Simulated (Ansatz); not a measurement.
From the elastic tensor of TiC to moduli and sound speeds

The calculation used DFT PBE, scalar-relativistic, plane waves, PAW in Ansatz 0.2.0. Plane waves to 420 eV; Γ-centred k mesh 24×24×24; Fermi-Dirac smearing of 0.15 eV. No spin polarisation.

Space group Fm-3m (No. 225), cubic, a = 4.333 Å. Around Ti lie 6 C at 2.17 Å; around C lie 6 Ti at 2.17 Å.

It comes from a database structure that was distorted and then relaxed. In a metal, frequencies and elastic constants depend on the k mesh and the smearing, soft modes and shear constants most.

Relaxed-ion constants (GPa, on the Cartesian axes of the calculation):
C11 = 508.8, C12 = 120.8, C13 = 120.8, C22 = 508.8, C23 = 120.8, C33 = 508.8, C44 = 169.3, C55 = 169.3, C66 = 169.3 GPa; the others vanish.

Density 4.888 g/cm³; 2 atoms in 20.34 Å³.

With S = C⁻¹: B_V = (C11+C22+C33+2(C12+C13+C23))/9, G_V = (C11+C22+C33−C12−C13−C23+3(C44+C55+C66))/15, 1/B_R = S11+S22+S33+2(S12+S13+S23), 15/G_R = 4(S11+S22+S33−S12−S13−S23)+3(S44+S55+S66); Hill is their mean. Then v_l = √((B+4G/3)/ρ), v_t = √(G/ρ), v_m = [(2/v_t³+1/v_l³)/3]^(−1/3) and Θ = (ħ/k_B)·v_m·(6π²n/V)^(1/3) for n atoms in the volume V; E = 9BG/(3B+G), ν = (3B−2G)/(2(3B+G)) and A^U = 5G_V/G_R + B_V/B_R − 6.

| Property | Result |
| --- | --- |
| Bulk modulus, Voigt / Reuss / Hill | 250.2 / 250.2 / 250.2 GPa |
| Shear modulus, Voigt / Reuss / Hill | 179.2 / 178.4 / 178.8 GPa |
| Young's modulus | 433 GPa |
| Poisson ratio | 0.211 |
| Pugh ratio B/G | 1.40 (under 1.75, the rule of thumb for brittle) |
| Universal anisotropy index | 0.02 |
| Longitudinal and transverse sound speeds | 9998 and 6048 m/s |
| Debye temperature from the mean sound speed | 919 K |
